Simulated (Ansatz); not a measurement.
A trial form of TaMo₄

Method: DFT PBE, scalar-relativistic, plane waves, PAW (Ansatz). Cutoff 420 eV, Gaussian smearing, Γ-centred meshes. Cell and atoms relax first on a coarse mesh and then on a finer one. In between, the cell is made exact in the group found at 0.06 Å. In metals the finer mesh still leaves noise of several meV/atom or more. The steps can't lower the symmetry of their start. Collinear spin is switched on along the way, since trial moments persisted in a coarse test.

Recipe of this trial structure of TaMo₄: random cell by space group and Wyckoff sites (Pm-3m, No. 221). Lengths were set from tabulated atomic sizes, so they are only a guess.

```cif
data_structure
_symmetry_space_group_name_H-M 'Pm-3m'
_symmetry_Int_Tables_number 221
_cell_length_a 4.6499
_cell_length_b 4.6499
_cell_length_c 4.6499
_cell_angle_alpha 90.000
_cell_angle_beta 90.000
_cell_angle_gamma 90.000
_cell_volume 100.54
loop_
_atom_site_label
_atom_site_type_symbol
_atom_site_symmetry_multiplicity
_atom_site_Wyckoff_symbol
_atom_site_fract_x
_atom_site_fract_y
_atom_site_fract_z
_atom_site_occupancy
Ta1 Ta 1 b 0.50000 0.50000 0.50000 1
Mo1 Mo 3 c 0.00000 0.50000 0.50000 1
Mo2 Mo 1 a 0.00000 0.00000 0.00000 1
```

The zero of energy is the elements' standard structures at the same level; no fitted shifts are applied.

Task: What does it relax into?

Result: The symmetry stays Pm-3m (No. 221). The volume per atom grows by 1.9 %, from 20.1 to 20.5 Å³. The shortest distance goes from 2.32 Å (Ta–Mo) to 2.34 Å (Ta–Mo). Conventional cell: a = 4.679 Å. Ta is surrounded by 6 Mo at 2.34 Å; Mo on a site of symmetry 4/mmm is surrounded by 2 Ta at 2.34 Å and 12 Mo at 3.31 Å; around Mo on a site of symmetry m-3m lie 12 Mo at 3.31 Å.

```
CELL_PARAMETERS angstrom
4.67922 0.00000 0.00000
0.00000 4.67922 0.00000
0.00000 0.00000 4.67922
ATOMIC_POSITIONS crystal
Ta 0.50000 0.50000 0.50000
Mo 0.00000 0.50000 0.50000
Mo 0.50000 0.00000 0.50000
Mo 0.50000 0.50000 0.00000
Mo 0.00000 0.00000 0.00000
```

Task: Give its energy and gap.

Result:

- Energy over the elements: +2.06 eV/atom
- Gap on the 8×8×8 mesh of the 5-atom cell: 0 eV (a metal)
- Net moment per atom: 0.00 μB
- Moment by site: all under 0.1 μB

A positive value: parting into the elements would lower its energy.

The last run used collinear spin and Gaussian smearing of 0.10 eV. Spin–orbit coupling, which can matter for Ta, is left out. A structure relaxed within its symmetry needn't be a true minimum. In all, the 4 runs took 2.4 min on 1 thread of Intel(R) Xeon(R) Processor @ 2.70GHz (shared host). Another cell of TaMo4 relaxed alike but without spin, in C2/m, lies 2.14 eV/atom lower, so this cell isn't the stable form at this level. Site moments count only spheres around the atoms; the net moment includes the space between them.
